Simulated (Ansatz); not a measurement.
LaGe:
```cif
data_Ge8La8
_chemical_formula_sum 'La8 Ge8'
_space_group_name_H-M_alt 'Cmcm'
_space_group_IT_number 63
_space_group_name_Hall '-C 2c 2'
_cell_length_a 4.58238
_cell_length_b 13.85950
_cell_length_c 6.77866
_cell_angle_alpha 90.000
_cell_angle_beta 90.000
_cell_angle_gamma 90.000
loop_
_atom_site_label
_atom_site_type_symbol
_atom_site_symmetry_multiplicity
_atom_site_Wyckoff_symbol
_atom_site_fract_x
_atom_site_fract_y
_atom_site_fract_z
_atom_site_occupancy
La1 La 4 c 0.00000 0.04699 0.25000 1
La2 La 4 c 0.00000 0.22626 0.75000 1
Ge1 Ge 8 f 0.00000 0.40055 0.05655 1
```
(The calculation used a cell of 8 atoms; values per cell refer to that cell.)

Relaxed with r²SCAN.

**Question.** Which orbitals make up the states near the Fermi level in the program Ansatz at the r²SCAN level (PAW)?

**Answer.** Within 0.5 eV of the Fermi level: La 5d 67 %, Ge 4p 19 %, La 4f 7 %. Projections are on Löwdin-orthogonalised atomic valence shells; empty p or d shells of many metals are not among them.

**Question.** Tabulate the density of states.

**Answer.** States/eV per cell of 8 atoms, in 0.25 eV bins, energy from the Fermi level.

```
E (eV)  total  La 5d  La 4f  Ge 4p
------  -----  -----  -----  -----
-7.85    2.36   0.33   0.02   0.25
-7.60    2.43   0.29   0.02   0.28
-7.35    1.73   0.25   0.02   0.21
-7.10    1.80   0.27   0.02   0.22
-6.85    1.96   0.32   0.02   0.22
-6.60    2.59   0.47   0.04   0.25
-6.35    1.21   0.19   0.02   0.11
-6.10    0.03   0.00   0.00   0.00
-5.85    0.00   0.00   0.00   0.00
-5.60    0.00   0.00   0.00   0.00
-5.35    0.00   0.00   0.00   0.00
-5.10    0.00   0.00   0.00   0.00
-4.85    0.00   0.00   0.00   0.00
-4.60    0.00   0.00   0.00   0.00
-4.35    0.00   0.00   0.00   0.00
-4.10    0.26   0.05   0.00   0.16
-3.85    0.80   0.15   0.01   0.49
-3.60    2.55   0.47   0.02   1.50
-3.35    3.48   0.67   0.04   2.10
-3.10    4.61   1.02   0.06   2.80
-2.85    5.54   1.24   0.09   3.49
-2.60    6.61   1.98   0.12   3.77
-2.35    6.35   1.97   0.13   3.62
-2.10    8.66   2.70   0.25   5.05
-1.85    8.29   2.55   0.25   4.83
-1.60    7.21   2.56   0.24   3.90
-1.35    5.45   2.18   0.19   2.64
-1.10    3.99   1.99   0.14   1.58
-0.85    2.48   1.51   0.11   0.68
-0.60    3.40   2.09   0.17   0.87
-0.35    4.86   3.18   0.25   1.08
-0.10    6.07   4.10   0.38   1.12
0.15     4.05   2.75   0.31   0.65
0.40     4.06   2.67   0.43   0.63
0.65     6.70   4.47   0.81   0.90
0.90     4.97   2.59   1.12   0.78
1.15     9.12   3.90   2.82   1.52
1.40     7.70   3.42   3.04   0.71
1.65    12.60   3.99   6.80   0.99
1.90    20.24   3.48  15.01   0.80
```

The workflow started from a Materials Project entry (that database holds measured and hypothetical structures alike); the Crystallography Open Database files this formula in space group No. 63, but the cells were not matched. Whether it is the stable phase at ambient conditions was not checked. The r²SCAN relaxation kept the symmetry of its start; whether a distortion lowers the energy is not shown. Scalar-relativistic: spin–orbit coupling is off unless named, which matters more the heavier the elements.

Potentials: the earlier of the program's two PAW sets.
